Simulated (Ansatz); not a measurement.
Input and command of a plane-wave DFT calculation in Ansatz:

```yaml
crystal:
  lattice:
    - [3.2369871328, 0.0, 0.0]
    - [0.0, 3.2369871328, 0.0]
    - [0.0, 0.0, 8.8747400919]
  atoms:
    - { symbol: Sc, position: [0.0, 0.0, 0.0], spin: 1.0 }
    - { symbol: In, position: [0.5, 0.5, 0.25] }
    - { symbol: Sc, position: [0.0, 0.0, 0.5], spin: -1.0 }
    - { symbol: In, position: [0.5, 0.5, 0.75] }
basis:
  ecutwfc: 420
kpoints:
  mp_grid: { grid: [14, 14, 5] }
hamiltonian:
  xc: pbesol
scf:
  occupations: { method: gaussian, width: 0.1 }
  lower_state_search: "off"
output:
  forces: true
  stress: true
  eigenvalues: true
  populations: true
magnetization:
  spin_polarized: true
```

```bash
ansatz run input.yaml --threads 1 --pin off --max-ram 2560MiB --backend cpu --events-out ev --progress --plain --runs-dir out
```

Processor: Arm Neoverse V2, 1 thread, on a host shared with other jobs.

Question: How long does it run, and how much memory does it take?

Answer: About 27 s on 1 thread of Arm Neoverse V2, on a shared host, peak memory 0.61 GiB. It solves 30 bands at 108 k points (the mesh reduced by the symmetry that the task leaves, which can be less than the crystal's) with about 1837 plane waves, in 14 SCF iterations.
